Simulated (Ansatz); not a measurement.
# From the elastic tensor of MnV at 6 GPa (stress–strain coefficients) to moduli and sound speeds

Method: Ansatz, DFT LDA, scalar-relativistic, plane waves, PAW. Plane waves to 420 eV; Γ-centred k mesh 16×16×16; Fermi-Dirac smearing of 0.15 eV. No spin polarisation.

The structure is cubic, space group Pm-3m (No. 221). Conventional cell: a = 2.792 Å, b = 2.792 Å, c = 2.792 Å, α = 90.00°, β = 90.00°, γ = 90.00°. Around Mn (site symmetry m-3m) lie 8 V at 2.42 Å. V (site symmetry m-3m) is surrounded by 8 Mn at 2.42 Å.

In a metal, frequencies and elastic constants depend on the k mesh and the smearing, soft modes and shear constants most. Spin polarisation was left out, and a magnetic state may lie lower. Other phases may be more stable at this pressure.

Relaxed-ion constants (GPa, on the Cartesian axes of the calculation):
```
580.0 167.1 167.1   0.0   0.0   0.0
167.1 580.0 167.1   0.0   0.0   0.0
167.1 167.1 580.0   0.0   0.0   0.0
  0.0   0.0   0.0  96.8   0.0   0.0
  0.0   0.0   0.0   0.0  96.8   0.0
  0.0   0.0   0.0   0.0   0.0  96.8
```

Density 8.079 g/cm³; 2 atoms in 21.76 Å³.

The values that follow are for a polycrystal of randomly turned grains, by Hill's mean where one number stands.

With S = C⁻¹: B_V = (C11+C22+C33+2(C12+C13+C23))/9, G_V = (C11+C22+C33−C12−C13−C23+3(C44+C55+C66))/15, 1/B_R = S11+S22+S33+2(S12+S13+S23), 15/G_R = 4(S11+S22+S33−S12−S13−S23)+3(S44+S55+S66); Hill is their mean. Then v_l = √((B+4G/3)/ρ), v_t = √(G/ρ), v_m = [(2/v_t³+1/v_l³)/3]^(−1/3) and Θ = (ħ/k_B)·v_m·(6π²n/V)^(1/3) for n atoms in the volume V; E = 9BG/(3B+G), ν = (3B−2G)/(2(3B+G)) and A^U = 5G_V/G_R + B_V/B_R − 6.

```
Bulk modulus, Voigt / Reuss / Hill          : 304.7 / 304.7 / 304.7 GPa
Shear modulus, Voigt / Reuss / Hill         : 140.7 / 122.9 / 131.8 GPa
Young's modulus                             : 346 GPa
Poisson ratio                               : 0.311
Pugh ratio B/G                              : 2.31
Universal anisotropy index                  : 0.72
Longitudinal and transverse sound speeds    : 7711 and 4039 m/s
Debye temperature from the mean sound speed : 607 K
```

Cost: 1 run of about 1.4 core-minutes, on Arm Neoverse V2 (shared hosts).